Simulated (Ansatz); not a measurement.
Clean, relaxed (110) surface of W, space group Im-3m (No. 229) (top face towards +c; held atoms: 1, 2, 3, 4):

```
CELL_PARAMETERS angstrom
5.47220 0.00000 0.00000
-1.82407 5.15924 0.00000
0.00000 0.00000 20.46803
ATOMIC_POSITIONS crystal
W 0.25000 0.25000 0.39085
W 0.25000 0.75000 0.39085
W 0.75000 0.25000 0.39085
W 0.75000 0.75000 0.39085
W 0.50000 0.50000 0.49763
W 0.50000 0.00000 0.49763
W 0.00000 0.50000 0.49763
W 0.00000 0.00000 0.49763
W 0.75000 0.75000 0.60437
W 0.75000 0.25000 0.60437
W 0.25000 0.75000 0.60437
W 0.25000 0.25000 0.60437
```

Level of theory: DFT PBE+D3(BJ), scalar-relativistic, plane waves, PAW (Ansatz). Cutoff 420 eV; k points 4×4×1 on the computed 19-atom cell (Γ-centred); Gaussian smearing, width 0.10 eV; no spin polarisation. The cell repeats along c with a dipole correction in the vacuum.

SF6 is put on the top face, one molecule per 28.2 Å², and relaxed from 2 starts; the cell is lengthened along c to keep the vacuum. E_ads is per molecule, from the clean relaxed slab and the free relaxed molecule; negative means bound; no zero-point or thermal terms, forces under 0.04 eV/Å, and the free molecule is spin-polarised where open-shell. Heights count from the highest slab atom. Δp counts per cell along +c.

```json
{"start": "flat, lowest atom F over a hollow W-W-W site", "E_ads (eV)": "-0.34", "molecule": "whole", "lowest atom's height (Å)": "3.18", "shortest contact": "F–W 3.18 Å", "Δφ top (eV)": "-0.12", "Δp (e·Å)": "+0.019"}
{"start": "heteroatom down, lowest atom F over a top W site", "E_ads (eV)": "-0.29", "molecule": "whole", "lowest atom's height (Å)": "3.05", "shortest contact": "F–W 3.05 Å", "Δφ top (eV)": "-0.08", "Δp (e·Å)": "+0.013"}
```

Each end is the local minimum that its start leads to.

Spin polarisation was left out, and a magnetic state may lie lower.